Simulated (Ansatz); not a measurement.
LiCu3 in space group I4/mmm (No. 139; Li on 2a, Cu on 4d, Cu on 2b), the program Ansatz at the PBE level (PAW), all energies at zero smearing, with the estimated change up to a 700 eV cutoff added, with one set of potentials and settings (totals compare only within such a set). Cell of 4 atoms (1 Li, 3 Cu): -20080.390 eV.

| element | reference phase | E (eV/atom) |
|---|---|---|
| Li | Fm-3m, 1 atoms in the cell | -204.6902 |
| Cu | Fm-3m, 1 atoms in the cell | -6625.1757 |

Formation energy per atom, worked out: (-20080.390 − 1×(-204.6902) − 3×(-6625.1757))/4 = -0.043 eV/atom (-4 kJ per mol of atoms), at 0 K, without zero-point energy or fitted corrections.

The first step of the workflow began from a Materials Project structure, measured or hypothetical; the Crystallography Open Database copy checked does not list it. With Li and Cu taken as one species the cell has the higher symmetry Fm-3m, so it may be an ordered model of a mixed-site phase. Its standing as an ambient phase is unchecked. The cell was relaxed with PBE under the symmetry of its start; whether a distortion lowers the energy is not shown. The run is not spin-polarised. The references are the lowest solids computed at this level, not always the standard phases.

Potentials: the later of the program's two PAW sets.
